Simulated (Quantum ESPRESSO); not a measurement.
# AsSi6Al: a curve over one atom's position

A calculation, not a measurement. The program is pw.x of Quantum ESPRESSO 7.5 (plane-wave density functional theory). The cell is made up: 8 atoms on a zincblende/diamond lattice, with randomly drawn elements, strain and displacements, not relaxed. PseudoDojo standard norm-conserving files (v0.5 for PBE, v0.4.1 for LDA and PBEsol) set the functional; there is no spin polarisation, spin-orbit coupling or dispersion term, and the masses in the input are unused placeholders.

Seven runs move atom 2 (Si, counted in the order of the input) along x and keep all else fixed.

Input of the run at -0.0354:

```
&control calculation='scf', pseudo_dir='./dojo.nc.sr.pbe.v0_5.standard.upf', outdir='./o', disk_io='low', tprnfor=.true., tstress=.true. /
&system ibrav=0, nat=8, ntyp=3, nbnd=31, ecutwfc=84.00895049, nosym=.true., tot_charge=0,
 occupations='smearing', smearing='fd', degauss=0.0073498644
/
&electrons conv_thr=7.350e-09, electron_maxstep=60, /
ATOMIC_SPECIES
Al 1.0 Al.upf
As 1.0 As.upf
Si 1.0 Si.upf
CELL_PARAMETERS angstrom
5.4982 0.0 0.0
0.0 5.4982 0.0
0.0 0.0 5.4982
ATOMIC_POSITIONS angstrom
As 0.0811 0.0239 0.02
Si -0.0571 2.6738 2.815
Si 2.7984 -0.0303 2.7037
Si 2.7021 2.7662 -0.0616
Al 1.3797 1.2748 1.371
Si 1.3191 4.1417 4.2138
Si 4.2163 1.3671 4.1108
Si 4.2014 4.1989 1.3396
K_POINTS automatic
6 6 6 1 1 1
```

| shift of atom 2 along x (Å) | free energy less that of the input shown (eV) | Fx on atom 2 (eV/Å) | Fy on atom 2 (eV/Å) | Fz on atom 2 (eV/Å) | pressure (GPa) | iterations |
| --- | --- | --- | --- | --- | --- | --- |
| -0.1162 | 0.1493 | 2.309 | 1.772 | -1.454 | 4.12 | 10 |
| -0.1035 | 0.1209 | 2.166 | 1.735 | -1.401 | 4.08 | 10 |
| -0.0855 | 0.0838 | 1.961 | 1.683 | -1.328 | 4.04 | 10 |
| -0.0354 | 0.0000 | 1.379 | 1.551 | -1.131 | 3.93 | 10 |
| +0.0388 | -0.0697 | 0.497 | 1.384 | -0.859 | 3.83 | 10 |
| +0.0661 | -0.0788 | 0.171 | 1.331 | -0.764 | 3.81 | 10 |
| +0.0939 | -0.0790 | -0.160 | 1.281 | -0.670 | 3.81 | 10 |

A cubic fit gives dFx/dx = -11.90 eV/Å² at zero shift. Across the table the free energy follows the integral of the force to within 0.1 meV. A rerun of one of the cells at 1437 eV and a 8 x 8 x 8 mesh moved values by no more than 0.002 eV in energy, 0.02 GPa in stress and 0.002 eV/Å in force.